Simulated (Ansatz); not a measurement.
ZrRh₃ (I4/mmm), relaxed with r²SCAN (Ansatz, a quantum-chemistry and plane-wave program, plane waves, PAW): a = b = 3.963 Å, c = 7.800 Å, α = β = γ = 90.00°.

```
Quantity              Value
--------------------  -----
ΔH_f (eV/atom)        -0.60
B₀ by P(V) fit (GPa)    221
```

**Question.** The same phase is relaxed and computed with PBE in the same code. What are the cell and these values now?

**Answer.** a = 3.988 Å, b = 3.988 Å, c = 7.858 Å, α = 90.00°, β = 90.00°, γ = 90.00°.

* **ΔH_f (eV/atom)**: -0.56
* **B₀ by P(V) fit (GPa)**: 204

Constructed cells (a structure type filled with these elements, in neither database checked): ZrRh3, I4/mmm (Rh on 2b, Rh on 4d, Zr on 2a). All cells were relaxed under the symmetry of their starts (and spin orders); stability against distortions was not tested throughout. Rows with no word on spin ran without spin polarisation. Spin–orbit coupling is left out wherever it is not named.

Potentials: the earlier of the program's two PAW sets.

Ansatz is a plane-wave DFT program.

Formation energies count from the lowest solids of the elements computed at the same level, not from gases.
